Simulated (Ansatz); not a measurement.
Theory: DFT PBE, scalar-relativistic, plane waves, PAW (Ansatz). Settings: cutoff 420 eV, Γ-centred meshes spaced at most about 0.3 Å⁻¹, and about 0.25 Å⁻¹ or finer for metals (2π included), Gaussian smearing. No spin polarisation in the final relaxations.

All energies are static (0 K, no zero-point motion).

Compare these two cells of InIrC4N4, each relaxed at this level.

1.

```yaml
crystal:
  lattice:
    - [7.45075, 0.00000, 0.00000]
    - [0.00000, 7.45075, 0.00000]
    - [0.00000, 0.00000, 3.28535]
  atoms:
    - { symbol: In, position: [0.50000, 0.50000, 0.00000] }
    - { symbol: Ir, position: [0.00000, 0.00000, 0.00000] }
    - { symbol: C, position: [0.18737, 0.81263, 0.00000] }
    - { symbol: C, position: [0.81263, 0.18737, 0.00000] }
    - { symbol: C, position: [0.18737, 0.18737, 0.00000] }
    - { symbol: C, position: [0.81263, 0.81263, 0.00000] }
    - { symbol: N, position: [0.29872, 0.70128, 0.00000] }
    - { symbol: N, position: [0.70128, 0.29872, 0.00000] }
    - { symbol: N, position: [0.29872, 0.29872, 0.00000] }
    - { symbol: N, position: [0.70128, 0.70128, 0.00000] }
```

2.

```yaml
crystal:
  lattice:
    - [-1.67236, 4.66703, 5.32391]
    - [1.67236, -4.66703, 5.32391]
    - [1.67236, 4.66703, -5.32391]
  atoms:
    - { symbol: In, position: [0.50000, 0.50000, 0.00000] }
    - { symbol: Ir, position: [0.00000, 0.00000, 0.00000] }
    - { symbol: C, position: [0.79176, 0.00000, 0.79176] }
    - { symbol: C, position: [0.20824, 0.00000, 0.20824] }
    - { symbol: C, position: [0.18644, 0.18644, 0.00000] }
    - { symbol: C, position: [0.81356, 0.81356, 0.00000] }
    - { symbol: N, position: [0.66371, 0.00000, 0.66371] }
    - { symbol: N, position: [0.33629, 0.00000, 0.33629] }
    - { symbol: N, position: [0.29638, 0.29638, 0.00000] }
    - { symbol: N, position: [0.70362, 0.70362, 0.00000] }
```

Question: Which would you expect to be lower, and how large is the difference?

Answer: Cell 2 is lower, by 127 meV/atom. Cell 1 has space group P4/mmm (No. 123), 18.2 Å³/atom and no gap on its mesh; cell 2 has space group Immm (No. 71), 16.6 Å³/atom and a gap of 0.20 eV. The shortest distance is 1.17 Å (C–N) in cell 1 and 1.17 Å (C–N) in cell 2. The denser one is the lower, and pressure would at first widen the difference. Even the lower one lies +0.24 eV/atom against the reference forms of the elements (uncorrected), so neither is stable at this level. In cell 1, In is surrounded by 4 N at 2.12 Å; Ir has 4 C at 1.97 Å; C has 1 N at 1.17 Å and 1 Ir at 1.97 Å; around N lie 1 C at 1.17 Å and 1 In at 2.12 Å. In cell 2, In has 6 N at 2.17–2.27 Å; Ir has 4 C at 1.94–1.99 Å; C on a site of symmetry m2m has 1 N at 1.20 Å and 1 Ir at 1.94 Å; around N on a site of symmetry m2m lie 1 C at 1.20 Å and 2 In at 2.27 Å; 2 more sites not described. Both come from invented guesses.

These runs have no spin–orbit coupling, which can matter for Ir. Kohn–Sham gaps at this level usually fall short of measured ones. The zero gap of P4/mmm may come from the functional, which often closes small gaps, or the cell may be a true semimetal. Cells relaxed within their symmetry can be saddle points. The Immm cell of InIrC4N4 came from shaking the P4/mmm one.
